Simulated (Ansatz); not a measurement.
CuCl:
```yaml
crystal:
  lattice:
    - [0.00000, 2.71203, 2.71203]
    - [2.71203, 0.00000, 2.71203]
    - [2.71203, 2.71203, 0.00000]
  atoms:
    - { symbol: Cu, position: [0.00000, 0.00000, 0.00000] }
    - { symbol: Cl, position: [0.75000, 0.75000, 0.75000] }
```

Relaxed with PBE. Special points in fractions of this cell's reciprocal vectors: Γ (0.000, 0.000, 0.000); X (0.500, 0.000, 0.500); U (0.625, 0.250, 0.625); K (0.375, 0.375, 0.750); L (0.500, 0.500, 0.500); W (0.500, 0.250, 0.750).

Task: List the band energies nearest the valence-band maximum at these points for PBE (plane waves, PAW; program Ansatz).

Result: In eV from the valence-band maximum; about four levels below and three above (degenerate sets whole), none deeper than 8.9 eV; … stands for higher levels left out; points with the same levels are listed once.

```tsv
k	below	above
Γ	-1.46 -1.46 0.00 0.00 0.00	0.53 …
X	-1.36 -1.28 -1.08 -1.08	3.44 4.43 8.72
U	-1.39 -1.31 -1.01 -0.86	4.20 5.07 8.02
L	-1.39 -1.39 -1.34 -0.55 -0.55	2.87 6.77 …
W	-1.55 -1.29 -1.10 -0.77	5.04 5.16 7.37
```

Space group F-43m (zinc blende). Symmetry was held in the PBE relaxation. The run is not spin-polarised.

Potentials: the later of the program's two PAW sets.
